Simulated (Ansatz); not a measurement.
Yb (fcc, Cu type)

```yaml
crystal:
  lattice:
    - [0.00000, 2.61182, 2.61182]
    - [2.61182, 0.00000, 2.61182]
    - [2.61182, 2.61182, 0.00000]
  atoms:
    - { symbol: Yb, position: [0.00000, 0.00000, 0.00000] }
```

E(V) scan at fixed shape, V₀ the volume above. Symmetry pins the atoms to their sites.

The numbers are results of PBE (plane waves to 420 eV, PAW, scalar-relativistic; Ansatz, a program for electronic structure), not measurements. k mesh 15×15×15 (Γ-centred), Fermi-Dirac smearing 0.05 eV. E stands for the smeared free energy. Compression counts positive. The relaxed volume of Yb is well below the measured one. Yb is run without spin polarisation. Yb was relaxed with its symmetry unable to fall. The filling of the f shell was not checked against other fillings, so treat energies with care. The zero of ΔE is the relaxed starting cell. The last digit holds for this mesh only.

| V (Å³/atom) | ΔE (meV/atom) |
|---|---|
| 32.070 | 24.8 |
| 32.961 | 13.5 |
| 33.852 | withheld |
| 34.743 | 1.4 |
| 35.634 | 0.0 |
| 36.525 | 1.3 |
| 37.415 | 4.9 |
| 38.306 | 10.7 |
| 39.197 | 18.4 |

Q: Fit a third-order Birch-Murnaghan form (E₀, V₀, B₀, B₀′ free) to the given rows and predict ΔE at V = 33.852.

A: Least squares on the 8 given rows: ΔE = E₀ + (9V₀B₀/16)·y²·[2 + (B₀′ − 4)y], y = (V₀/V)^(2/3) − 1, with V₀ = 35.644 Å³/atom, B₀ = 19.09 GPa (160.2 GPa = 1 eV/Å³; the term in eV is multiplied by 1000), B₀′ = 3.30, E₀ = 0.02 meV/atom; root-mean-square residual 0.02 meV/atom. At 33.852 the fit gives 5.8 meV/atom; the calculation gives 5.8 meV/atom, the same to the digits shown. For the pressure the fit gives 1.1 GPa against the computed 1.1 GPa.

(A scan under strain: stresses follow from slopes of the energy per volume, elastic moduli from its curvatures.)
